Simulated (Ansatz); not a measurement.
# Migration of Ag in Si

Theory: Ansatz, DFT LDA, scalar-relativistic, plane waves, PAW. Run with 420 eV cutoff, 2×2×2 k-mesh, shifted by half a step, Gaussian smearing of 0.02 eV, no spin polarisation.

In a supercell of 32 host sites with charge +1, interstitial Ag hops to an equivalent place, moving 2.34 Å between the relaxed ends. Climbing-image nudged elastic band at fixed cell with images 0 (start) to 6 (end), the path measured over all atoms, converged to 0.05 eV/Å; the order of the saddle wasn't checked, and the small cell leaves errors of about a tenth of an eV.

Start:

```yaml
crystal:
  lattice:
    - [-5.40194, -5.40194, 5.40194]
    - [5.40194, -5.40194, -5.40194]
    - [5.40194, 5.40194, 5.40194]
  atoms:
    - { symbol: Si, position: [0.24956, 0.74824, 0.74824] }
    - { symbol: Si, position: [0.99999, 0.73592, 0.99992] }
    - { symbol: Si, position: [0.49867, 0.49863, 0.75059] }
    - { symbol: Si, position: [0.25169, 0.50128, 0.99994] }
    - { symbol: Si, position: [0.99999, 0.50131, 0.25184] }
    - { symbol: Si, position: [0.74832, 0.74827, 0.24958] }
    - { symbol: Si, position: [0.49865, 0.75066, 0.49861] }
    - { symbol: Si, position: [0.99999, 0.99991, 0.73574] }
    - { symbol: Si, position: [0.74833, 0.24961, 0.74829] }
    - { symbol: Si, position: [0.50133, 0.25198, 0.99994] }
    - { symbol: Si, position: [0.26470, 0.26461, 0.26463] }
    - { symbol: Si, position: [0.99999, 0.25195, 0.50131] }
    - { symbol: Si, position: [0.75047, 0.49867, 0.49866] }
    - { symbol: Si, position: [0.73540, 0.99991, 0.99993] }
    - { symbol: Si, position: [0.50131, 0.99994, 0.25189] }
    - { symbol: Si, position: [0.25171, 0.99994, 0.50126] }
    - { symbol: Si, position: [0.24995, 0.75000, 0.50000] }
    - { symbol: Si, position: [0.00000, 0.74614, 0.74608] }
    - { symbol: Si, position: [0.51085, 0.51103, 0.51095] }
    - { symbol: Si, position: [0.25000, 0.50003, 0.75002] }
    - { symbol: Si, position: [0.00003, 0.48966, 0.00013] }
    - { symbol: Si, position: [0.74607, 0.74620, 0.00000] }
    - { symbol: Si, position: [0.50000, 0.74989, 0.24986] }
    - { symbol: Si, position: [0.00002, 0.00020, 0.48953] }
    - { symbol: Si, position: [0.74997, 0.25000, 0.50001] }
    - { symbol: Si, position: [0.50000, 0.24989, 0.74986] }
    - { symbol: Si, position: [0.25392, 0.25394, 0.00011] }
    - { symbol: Si, position: [0.00004, 0.25387, 0.25385] }
    - { symbol: Si, position: [0.75002, 0.50004, 0.25002] }
    - { symbol: Si, position: [0.74609, 0.00003, 0.74617] }
    - { symbol: Si, position: [0.48925, 0.00020, 0.00013] }
    - { symbol: Si, position: [0.25394, 0.00016, 0.25394] }
    - { symbol: Ag, position: [0.00006, 0.00055, 0.00037] }
```

Atom 33 jumps to (1.351, 1.352, 1.346) Å.

(1) Give the energy along the band and the structure at its top.

Results:

(1)
| image | path (Å) | E − E(0) (eV) | Ag x (Å) | Ag y (Å) | Ag z (Å) | force on Ag (eV/Å) |
| --- | --- | --- | --- | --- | --- | --- |
| 0 | 0.00 | 0.000 | 0.005 | -0.001 | -0.001 | 0.00 |
| 1 | 0.41 | 0.119 | 0.214 | 0.212 | 0.212 | 0.47 |
| 2 | 0.83 | 0.335 | 0.444 | 0.442 | 0.442 | 0.44 |
| 3 | 1.24 | 0.442 | 0.676 | 0.675 | 0.674 | 0.01 |
| 4 | 1.66 | 0.335 | 0.909 | 0.908 | 0.907 | 0.44 |
| 5 | 2.07 | 0.119 | 1.138 | 1.138 | 1.136 | 0.47 |
| 6 | 2.49 | 0.000 | 1.351 | 1.352 | 1.346 | 0.00 |

Barrier 0.44 eV. Image 3:
```yaml
crystal:
  lattice:
    - [-5.40194, -5.40194, 5.40194]
    - [5.40194, -5.40194, -5.40194]
    - [5.40194, 5.40194, 5.40194]
  atoms:
    - { symbol: Si, position: [0.24770, 0.74778, 0.74763] }
    - { symbol: Si, position: [0.99997, 0.73082, 0.99041] }
    - { symbol: Si, position: [0.48886, 0.48894, 0.74061] }
    - { symbol: Si, position: [0.25223, 0.50001, 0.99989] }
    - { symbol: Si, position: [0.99995, 0.51111, 0.25169] }
    - { symbol: Si, position: [0.74829, 0.74835, 0.25085] }
    - { symbol: Si, position: [0.49998, 0.75232, 0.49988] }
    - { symbol: Si, position: [0.99995, 0.00003, 0.75091] }
    - { symbol: Si, position: [0.74772, 0.24777, 0.74763] }
    - { symbol: Si, position: [0.49995, 0.25231, 0.99987] }
    - { symbol: Si, position: [0.26925, 0.26926, 0.25965] }
    - { symbol: Si, position: [0.99997, 0.25174, 0.50255] }
    - { symbol: Si, position: [0.75225, 0.50005, 0.49992] }
    - { symbol: Si, position: [0.73068, 0.99998, 0.99035] }
    - { symbol: Si, position: [0.51102, 0.00002, 0.25170] }
    - { symbol: Si, position: [0.25165, 0.00002, 0.50254] }
    - { symbol: Si, position: [0.25222, 0.75230, 0.50237] }
    - { symbol: Si, position: [0.99998, 0.74835, 0.74746] }
    - { symbol: Si, position: [0.51106, 0.51114, 0.50939] }
    - { symbol: Si, position: [0.24768, 0.50002, 0.75012] }
    - { symbol: Si, position: [0.99998, 0.48898, 0.99830] }
    - { symbol: Si, position: [0.73074, 0.73075, 0.99035] }
    - { symbol: Si, position: [0.49999, 0.74777, 0.25011] }
    - { symbol: Si, position: [0.99997, 0.00005, 0.49909] }
    - { symbol: Si, position: [0.75223, 0.25228, 0.50237] }
    - { symbol: Si, position: [0.49995, 0.24775, 0.75008] }
    - { symbol: Si, position: [0.25165, 0.25171, 0.99915] }
    - { symbol: Si, position: [0.00002, 0.26932, 0.25965] }
    - { symbol: Si, position: [0.74769, 0.50005, 0.25013] }
    - { symbol: Si, position: [0.74826, 0.00003, 0.74745] }
    - { symbol: Si, position: [0.48889, 0.00005, 0.99831] }
    - { symbol: Si, position: [0.26918, 0.00003, 0.25959] }
    - { symbol: Ag, position: [0.99991, 0.00009, 0.12500] }
```

Cost: 1 run of about 12 core-minutes, on Intel Xeon Platinum 8259CL (Skylake/Cascade Lake) (shared hosts).